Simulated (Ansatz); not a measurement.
# SnSe2: rattling a relaxed structure

The cell was found from a structure generator's guess, not taken from experiment.

Theory: DFT PBE, scalar-relativistic, plane waves, PAW (Ansatz 0.2.0). Cutoff 420 eV; k points 12×12×1 on the computed 3-atom cell (Γ-centred); Gaussian smearing, width 0.02 eV; no spin polarisation.

The cell below (3 atoms, layer group p-3m1 (No. 72)) is relaxed within its symmetry. This is a two-dimensional sheet: the third axis spans vacuum and isn't periodic.

```
Sn Se
1.0
     3.86863    0.00000    0.00000
    -1.93431    3.35033    0.00000
     0.00000    0.00000   29.93700
Sn Se
1 2
Direct
  0.00000 0.00000 0.30063
  0.66667 0.33333 0.35393
  0.33333 0.66667 0.24733
```

For the test a repeat of it with 6 atoms (edges 7.74, 3.87 Å) was strained at random (σ = 1.5 % a component), the atoms were moved at random (σ = 0.05 Å), and all was relaxed again on a coarse 4×4×1 mesh (in the run’s order of axes) with 0.10 eV smearing, with no symmetry imposed.

Problem. Is the structure stable against such a distortion?

Solution. It returns, within 1 meV/atom of the unmoved cell on that mesh and with the same symmetry when read at 0.1 Å (C2/m at 0.01 Å, so small strains and shifts remain). No instability shows in this cell; modes of other wave vectors, which need another repeat, aren't tested.
